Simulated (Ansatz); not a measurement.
**ScCd under strong compression**

```xyz
2
Lattice="3.5263 0.0000 0.0000 0.0000 3.5263 0.0000 0.0000 0.0000 3.5263" Properties=species:S:1:pos:R:3 pbc="T T T"
Sc    1.7631    1.7631    1.7631
Cd    0.0000    0.0000    0.0000
```

The base volume is that of a database entry, with shape and atoms relaxed on PAW files at held volume, so it needn't be at zero pressure; the structure needn't be the stable phase, at rest or compressed.

Its volume is scaled, and at each volume shape and atoms are relaxed on PAW files; all methods then take that cell.

Level of theory: DFT with LDA, scalar-relativistic, in Ansatz 0.2.0; a Γ-centred 10×10×10 k mesh, Fermi–Dirac smearing of 0.05 eV, no spin polarisation. LAPW: all electrons, basis error target 1 meV/atom; PAW: frozen-core files, cutoff 420 eV; crystal datasets: all electrons, by PAW datasets that the program makes for each cell.

Energies are extrapolated to zero smearing and count from the unscaled cell; pressure is positive in compression; gaps take the mesh and a band path. No temperature or zero-point motion is included.

The PAW files were made under PBE.

```json
{"V/V0": "1.00", "V (Å³/atom)": "21.92", "P LAPW (GPa)": "-5.37", "ΔE LAPW (eV/atom)": "0.000", "P PAW − LAPW (GPa)": "-0.01", "ΔE PAW − LAPW (meV/atom)": "0.0", "space group": "Pm-3m", "shortest distance (Å)": "?"}
{"V/V0": "0.85", "V (Å³/atom)": "18.64", "P LAPW (GPa)": "8.87", "ΔE LAPW (eV/atom)": "0.015", "P PAW − LAPW (GPa)": "-0.02", "ΔE PAW − LAPW (meV/atom)": "-0.3", "space group": "Pm-3m", "shortest distance (Å)": "2.893"}
{"V/V0": "0.65", "V (Å³/atom)": "14.25", "P LAPW (GPa)": "63.6", "ΔE LAPW (eV/atom)": "0.862", "P PAW − LAPW (GPa)": "-0.06", "ΔE PAW − LAPW (meV/atom)": "-1.3", "space group": "Pm-3m", "shortest distance (Å)": "2.645"}
{"V/V0": "0.50", "V (Å³/atom)": "10.96", "P LAPW (GPa)": "?", "ΔE LAPW (eV/atom)": "3.215", "P PAW − LAPW (GPa)": "-0.18", "ΔE PAW − LAPW (meV/atom)": "-3.4", "space group": "Pm-3m", "shortest distance (Å)": "2.424"}
```

(1) Fill in "P LAPW (GPa)" for the row "0.50".

(2) Fill in "shortest distance (Å)" for the row "1.00".

(3) From the table, what is the rise of the enthalpy H = E + pV up to the last row, and how stiff is the crystal between the last two rows?

(4) At the smallest volume, how far do crystal datasets lie from LAPW in pressure?

Answers

(1) 187.6.

(2) 3.054.

(3) ΔH = 3.215 eV + (187.6 GPa × 10.96 Å³ + 5.37 GPa × 21.92 Å³) × 0.006242 eV/(GPa·Å³) = 16.79 eV/atom, of which pV makes 81 %. The mean bulk modulus there is −ΔP/Δln V = 473 GPa.

(4) crystal datasets: 0.00 GPa, on a LAPW pressure of 187.6 GPa.
